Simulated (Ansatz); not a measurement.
Input file for Ansatz (a program for electronic structure):

Ansatz 0.2 input:
```yaml
crystal:
  lattice:
    - [4.4308315429, 0.0, 0.0]
    - [0.0, 4.4308315429, 0.0]
    - [0.0, 0.0, 4.4308315429]
  atoms:
    - { symbol: Fe, position: [0.1390217836, 0.1390217836, 0.1390217836], spin: 1.22 }
    - { symbol: Fe, position: [0.6390217836, 0.3609782164, 0.8609782164], spin: 1.22 }
    - { symbol: Fe, position: [0.8609782164, 0.6390217836, 0.3609782164], spin: 1.22 }
    - { symbol: Fe, position: [0.3609782164, 0.8609782164, 0.6390217836], spin: 1.22 }
    - { symbol: Si, position: [0.8448993251, 0.8448993251, 0.8448993251], spin: -0.14 }
    - { symbol: Si, position: [0.3448993251, 0.6551006749, 0.1551006749], spin: -0.14 }
    - { symbol: Si, position: [0.1551006749, 0.3448993251, 0.6551006749], spin: -0.14 }
    - { symbol: Si, position: [0.6551006749, 0.1551006749, 0.3448993251], spin: -0.14 }
kpoints:
  mp_grid: { grid: [9, 9, 9] }
hamiltonian:
  xc: r2scan
  pseudopotentials: { kind: paw }
magnetization: { spin_polarized: true }
scf:
  occupations: { method: gaussian, width: 0.05 }
checkpoint: { read: metal.run }
output: { bader: true, populations: true }
```

Output (shortened):

```
Pseudopotential: Fe, paw, valence charge 16
Pseudopotential: Si, paw, valence charge 4
Functional definition: r2SCAN
Crystal: 8 atoms, lattice volume = 86.987 Å³
Basis set: ecut = 500 eV, 2205 PW (Γ), exchange–correlation on 144×144×144 points (64 copies of the dense FFT grid, shifted against one another)
Bands: 52, of which v1, the nominal top of the filled ones, is band 40 counted from 1 (39 counted from 0)
Symmetry: 12 space group operations
Space group: P213 (ITA 198), of the structure as read, at distance tolerance 4.4e-5 Å
k-points: 45 of 729 (time reversal used)
Stability of the state it starts from, as read at its close in the collinear treatment (another_mixer)
Starting moments: Σ|m| = 5.44 μB on 8 of 8 sites; this step starts from the density that it was given
iter 1 solved again at ethr=1.11e-6 eV; its pass at ethr=3.10e-3 eV (dr2=8.87e-4 eV) is discarded
SCF iter   1: F=—  HF=-20502.043704 eV  |F-HF|=—  |Δ(HF+E_count)|=         —  Δρ=8.72e-7 (↑8.72e-7 ↓4.86e-7)  dr2=9.53e-10  dr2_τ=1.45e-11  dr2_m=7.19e-11  M=4.148 μB ∫|m|=5.615 μB  β_m=1.20  ethr=1.11e-6  ⟨swp⟩=3.0  Hψ=29241  notcnv=0
preconditioner: auto → Kerker (q_TF=auto, 2.690 Å⁻¹)
spin=Collinear: Kerker preconditioning applied to the charge; magnetization (m = ρ↑ − ρ↓) channel mixes plain (no charge-response kernel on spin).
SCF iter   2: F=—  HF=-20502.043735 eV  |F-HF|=—  |Δ(HF+E_count)|=   3.06e-5  Δρ=8.69e-7 (↑8.69e-7 ↓3.06e-7)  dr2=8.16e-10  dr2_τ=1.53e-11  dr2_m=8.09e-11  M=4.148 μB ∫|m|=5.615 μB  β_m=1.20  ethr=1.19e-12  ⟨swp⟩=7.8  Hψ=22852  notcnv=0  κ⁻¹=1.0e0(r=1)
SCF iter   3: F=-20502.043735 eV  HF=-20502.043735 eV  |F-HF|=1.42e-10  |Δ(HF+E_count)|=  3.64e-12  Δρ=3.82e-7 (↑3.82e-7 ↓1.76e-7)  dr2=1.78e-10  dr2_τ=3.35e-12  dr2_m=1.29e-11  M=4.148 μB ∫|m|=5.615 μB  ethr=1.02e-12  ⟨swp⟩=1.1  Hψ=10037  notcnv=0
SCF 1 converged in 3 iterations: F = -20502.043735 eV  dr2 = 1.78e-10
Stability not checked (another_mixer)
SCF converged after 3 iterations
Magnetization: 4.1479 μB (42.0740 up, 37.9260 down)
Absolute magnetization: 5.6150 μB (∫|ρ↑−ρ↓|, with the PAW one-centre terms)
Spin contamination: 0.1852 ħ² per cell (⟨S²⟩ above its minimum at these occupations)
Per-site moments (μB) at R_I (Å): [(1.1956190131602107, 0.9311036015031993), (1.19561901316021, 0.9311036015031993), (1.1956190131602098, 0.9311036015031993), (1.1956190131602111, 0.9311036015031993), (-0.07129284989128241, 0.9311036015031993), …
Free energy (F): -20502.043735 eV
Harris-Foulkes:  -20502.043735 eV  (|F-HF|=1.42e-10)
Internal energy: -20502.038021 eV  (E = F + TS)
E sigma→0 (E₀):  -20502.040878 eV
Entropy (-TS):   -0.005714 eV (-0.714 meV/atom)
Fermi energy:    17.058640 eV
--- Per-component energies (eV) ---
  E_band       = -870.456225
  E_kinetic    = 1611.636681
  E_local      = -10456.117190  (includes V_loc(G=0)·N_el)
  E_nonlocal   = 963.069748
  E_hartree    = 4566.331305
  E_xc         = -676.114192
  E_vxc        = -899.485952  (∫ρ·V_xc dr)
  E_paw        = -7583.604121  (= ΣΔE_a)
  E_vpaw       = -1281.290479  (= ΣTr[D̂ρ^β])
  E_aug_tail   = 0.001120  (compensation charges beyond the density's cutoff)
  E_vtau       = 59.069037  (kinetic-family band-sum trace: ∫τ·v_τ [+ j·A + Jᵃ·Aᵃ] dr)
  E_ewald      = -8925.777741
  E_core_change = -1.463632  (= ΣΔE_core)
  E_smearing   = -0.005714  (= −TS)
  E_closure    =  0.000000  (closes the sum)
  Σ components = -20502.043735   (vs F -20502.043735, Δ=0.00e0)
  [band-id]    e_kinetic+e_local+e_nonlocal+2·e_hartree+e_vxc+e_vpaw+e_augmentation_tail+e_vtau = -870.454423   (vs E_band -870.456225, Δ=1.80e-3)
--- Band table (eV; the first three rows and the last of 90) ---
  k-point 0 ↑: bands = ["-73.9782", "-73.9583", "-73.9583", "-73.9583", "-38.7707", "-38.7707", "-38.7707", "-38.7139", "-38.7139", "-38.7139", "-38.7118", "-38.7118", "-38.6538", "-38.6538", "-38.6538", "-38.6122", "2.8021", "8.4506", "8.4506", "8.4506", …
  k-point 1 ↑: bands = ["-73.9777", "-73.9603", "-73.9581", "-73.9569", "-38.7791", "-38.7726", "-38.7607", "-38.7209", "-38.7177", "-38.7100", "-38.7092", "-38.7058", "-38.6545", "-38.6543", "-38.6526", "-38.6136", "2.9001", "7.7633", "8.5064", "8.9772", …
  k-point 2 ↑: bands = ["-73.9764", "-73.9628", "-73.9577", "-73.9561", "-38.7851", "-38.7771", "-38.7502", "-38.7256", "-38.7228", "-38.7083", "-38.7052", "-38.6985", "-38.6555", "-38.6552", "-38.6503", "-38.6175", "3.1913", "6.9118", "8.6706", "9.4187", …
  k-point 44 ↓: bands = ["-72.1270", "-72.1267", "-72.1238", "-72.1235", "-36.9648", "-36.9637", "-36.9563", "-36.9548", "-36.8989", "-36.8964", "-36.8841", "-36.8815", "-36.8261", "-36.8248", "-36.8205", "-36.8194", "6.5657", "6.7867", "7.2579", "7.4534", …
--- Löwdin populations: 8 sites ---
  site symbol       q [e]    m [muB]
     0     Fe     15.7122     1.2180
     1     Fe     15.7122     1.2180
     2     Fe     15.7122     1.2180
     3     Fe     15.7122     1.2180
     4     Si      4.0215    -0.1446
     5     Si      4.0215    -0.1446
     6     Si      4.0215    -0.1446
     7     Si      4.0215    -0.1446
  spilling = 0.013311 (of n_electrons = 80.000000)
--- Bader charges: 8 sites ---
  site symbol  charge [e]  shift [e]    m [muB]
     0     Fe     -0.2426     0.0009     1.1869
     1     Fe     -0.2427     0.0009     1.1869
     2     Fe     -0.2426     0.0009     1.1869
     3     Fe     -0.2426     0.0009     1.1869
     4     Si      0.2427     0.0009    -0.1499
     5     Si      0.2427     0.0009    -0.1499
     6     Si      0.2426     0.0009    -0.1499
     7     Si      0.2426     0.0009    -0.1499
  shift: an alarm, by how much a part of what the PAW files miss would move the charge. Where it is large, compare
  with a run on PAW files of another source; a small one proves nothing
  estimated error of the sums over rays = 7.5e-4 e
```

Cost: very roughly 2.8 core-minutes on shared cores.

Space group P2_13. The r²SCAN relaxation kept the symmetry of its start. Magnetic state: ferromagnetic, chosen from 2 collinear starts compared on coarse meshes (ties went to the first, and starts can fall back to one state), not a proven ground state. Other orbital occupations within this spin state were not tried. For itinerant 3d metals, meta-GGAs of the SCAN family and hybrids are commonly reported to give too large moments. Point labels and valley counts follow the cell and symmetry of the run, lower than the named group.

Potentials: the later of the program's two PAW sets.

Ansatz is a plane-wave DFT program.
